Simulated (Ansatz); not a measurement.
Ansatz input file:

```yaml
crystal:
  lattice:
    - [2.70515, 1.5618190807, 4.7925]
    - [-2.70515, 1.5618190807, 4.7925]
    - [0.0, -3.1236381614, 4.7925]
  atoms:
    - { symbol: In, position: [0.0, 0.0, 0.0] }
    - { symbol: In, position: [0.5, 0.5, 0.5] }
    - { symbol: F, position: [0.8584, 0.6416, 0.25] }
    - { symbol: F, position: [0.25, 0.8584, 0.6416] }
    - { symbol: F, position: [0.6416, 0.25, 0.8584] }
    - { symbol: F, position: [0.1416, 0.3584, 0.75] }
    - { symbol: F, position: [0.75, 0.1416, 0.3584] }
    - { symbol: F, position: [0.3584, 0.75, 0.1416] }
basis:
  ecutwfc: 420
kpoints:
  mp_grid: { grid: [6, 6, 6] }
hamiltonian:
  xc: lda
scf:
  occupations: { method: gaussian, width: 0.1 }
output:
  forces: true
  stress: true
  eigenvalues: true
```

Command:
```bash
ansatz run input.yaml --threads 2 --pin off --max-ram 5120MiB --backend cpu --events-out ev --progress --plain --runs-dir out
```

Computed with Ansatz, DFT LDA, scalar-relativistic, plane waves, PAW.

Abridged output (final results; tables in files aren't shown):

```
SCF 1 converged in 7 iterations: F = -15679.855050 eV  dr2 = 1.69e-8
SCF converged after 7 iterations
Free energy (F): -15679.855050 eV
Harris-Foulkes:  -15679.855050 eV  (|F-HF|=1.50e-9)
Internal energy: -15679.855050 eV  (E = F + TS)
E sigma→0 (E₀):  -15679.855050 eV
Fermi energy:    2.744963 eV
--- Per-component energies (eV) ---
  E_band       = -445.854532
  E_kinetic    = 1722.380600
  E_local      = -6773.085671  (includes V_loc(G=0)·N_el)
  E_nonlocal   = 1207.386482
  E_hartree    = 2615.358345
  E_xc         = -886.136455
  E_vxc        = -797.620142  (∫ρ·V_xc dr)
  E_paw        = -9173.978583  (= ΣΔE_a)
  E_vpaw       = -1035.654277  (= ΣTr[D̂ρ^β])
  E_aug_tail   = 0.012333  (compensation charges beyond the density's cutoff)
  E_ewald      = -4393.040685
  E_core_change = 1.248583  (= ΣΔE_core)
  E_smearing   =  0.000000  (= −TS)
--- Forces (eV/Å), atoms counted from 1 ---
  atom   1  In     0.00000000     0.00000000     0.00000000
  atom   2  In     0.00000000     0.00000000     0.00000000
  atom   3  F      0.05996290     0.00000000     0.00000000
  atom   4  F     -0.02998145     0.05192940     0.00000000
  atom   5  F     -0.02998145    -0.05192940     0.00000000
  atom   6  F     -0.05996290     0.00000000     0.00000000
  atom   7  F      0.02998145    -0.05192940     0.00000000
  atom   8  F      0.02998145     0.05192940     0.00000000
--- Stress (GPa, compression-positive) ---
       -0.195826       0.000000       0.000000
        0.000000      -0.195826       0.000000
        0.000000       0.000000      -0.589795
  P = ⅓ Tr σ = -0.3271 GPa (-3.271 kbar)
--- Band table (eV; the first three rows and the last of 32) ---
  k-point 0: bands = ["-19.4533", "-18.9996", "-18.9996", "-18.8385", "-18.7962", "-18.7962", "-10.3012", "-10.3012", "-9.6931", "-9.6931", "-9.6752", "-9.5138", "-9.5132", "-9.5132", "-8.8531", "-8.8531", "-4.9632", "-2.6509", "-2.6509", "-2.4579", "-0.7525", "-0.5701", "-0.5701", "-0.3388", "-0.1821", "-0.0213", "-0.0213", "0.1452", "0.2339", "0.2339", "0.5389", "0.5389", "0.5859", "0.5859", "4.8649", "10.8040", "11.3992", "12.0692", "12.0692", "12.0860", "13.5138"]
  k-point 1: bands = ["-19.4115", "-18.9896", "-18.9891", "-18.8564", "-18.8342", "-18.8121", "-10.2205", "-10.2203", "-9.6809", "-9.6801", "-9.6633", "-9.5249", "-9.5241", "-9.5234", "-8.9762", "-8.9737", "-4.8372", "-2.8342", "-2.4415", "-2.3136", "-0.7105", "-0.6584", "-0.5080", "-0.3151", "-0.2459", "-0.1256", "0.0072", "0.1475", "0.1859", "0.2269", "0.4608", "0.4741", "0.5118", "0.5332", "5.2651", "10.0876", "11.5802", "11.6843", "12.3461", "12.6453", "13.4017"]
  k-point 2: bands = ["-19.2961", "-18.9845", "-18.9603", "-18.9424", "-18.8752", "-18.8531", "-9.9920", "-9.9916", "-9.6478", "-9.6455", "-9.6314", "-9.5572", "-9.5547", "-9.5507", "-9.2839", "-9.2787", "-4.4757", "-3.3309", "-1.9062", "-1.8924", "-0.8351", "-0.6545", "-0.6383", "-0.3832", "-0.3683", "-0.2515", "0.0668", "0.0945", "0.1964", "0.2015", "0.2736", "0.3183", "0.4434", "0.4861", "6.2550", "8.8492", "11.4382", "12.1011", "12.3070", "12.9532", "13.6451"]
  k-point 31: bands = ["-19.1577", "-19.1577", "-18.9014", "-18.9014", "-18.9014", "-18.9014", "-9.6613", "-9.6613", "-9.6613", "-9.6613", "-9.5973", "-9.5973", "-9.5973", "-9.5973", "-9.5928", "-9.5928", "-3.8247", "-3.8247", "-1.2745", "-1.2745", "-1.2745", "-1.2745", "-0.5641", "-0.5641", "-0.1349", "-0.1349", "-0.0666", "-0.0666", "-0.0666", "-0.0666", "0.3786", "0.3786", "0.3786", "0.3786", "7.4360", "7.4360", "12.1687", "12.1687", "13.1960", "13.1960", "13.1960"]
```

The run converged.

Time: 9.8 s on 2 threads of AMD EPYC (Zen 3), with other jobs on the host, peak memory 0.45 GiB.

The k mesh is coarse.